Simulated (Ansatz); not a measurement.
Relaxed-ion elastic tensor of Sn (diamond, Fd-3m) in GPa (Voigt order), DFT-PBEsol in the program Ansatz with PAW potentials; density 5.63 g/cm³, 34.99 Å³ per atom.

```
61.7  31.2  31.2   0.0   0.0   0.0
31.2  61.7  31.2   0.0   0.0   0.0
31.2  31.2  61.7   0.0   0.0   0.0
 0.0   0.0   0.0  26.7   0.0   0.0
 0.0   0.0   0.0   0.0  26.7   0.0
 0.0   0.0   0.0   0.0   0.0  26.7
```

Problem. Is the crystal mechanically stable?

Solution. Yes: the smallest eigenvalue of C is 26.7 GPa.

Problem. Work out the Voigt, Reuss and Hill averages.

Solution. K_V = 41.4, K_R = 41.4, K_H = 41.4; G_V = 22.1, G_R = 20.5, G_H = 21.3 GPa.

Problem. Give Young's modulus, Poisson's ratio, Pugh's ratio and the universal anisotropy index.

Solution. E = 9KG/(3K + G) = 54.5 GPa; ν = 0.28; K/G = 1.94 (ductile by the Pugh limit of 1.75); A_U = 5G_V/G_R + K_V/K_R − 6 = 0.39.

Problem. Estimate the sound speeds and the Debye temperature.

Solution. v_l = √((K + 4G/3)/ρ) = 3520 m/s, v_t = √(G/ρ) = 1940 m/s, mean 2170 m/s; Θ = (h/k)(3n/4πV)^(1/3) v_m = 197 K.

Problem. Give the Zener ratio and Young's modulus along [100], [110] and [111].

Solution. A = 2C44/(C11 − C12) = 1.76; 1/E = S11 − 2(S11 − S12 − S44/2)Γ with Γ = 0, 1/4, 1/3 gives 40.6, 57.0, 65.9 GPa.

Problem. Solve the Christoffel equation for the three sound speeds along [100], [110], [111].

Solution. Eigenvalues of C_ijkl n_j n_l equal ρv². In km/s, slowest first: [100] 2.18, 2.18, 3.31; [110] 1.64, 2.18, 3.60; [111] 1.84, 1.84, 3.70.

This is a known low-temperature phase of the composition, computed here at zero pressure and temperature. The PBEsol relaxation kept the symmetry of its start; its stability against distortions is not shown here. As this level gives no gap, shear constants depend on the k-mesh and smearing (Fermi–Dirac, 0.1 eV here). Spin–orbit coupling is left out wherever it is not named.

Potentials: the earlier of the program's two PAW sets. The files were generated under PBE; for other functionals the program regenerates the frozen cores, and for LDA and PBEsol the local potential too.
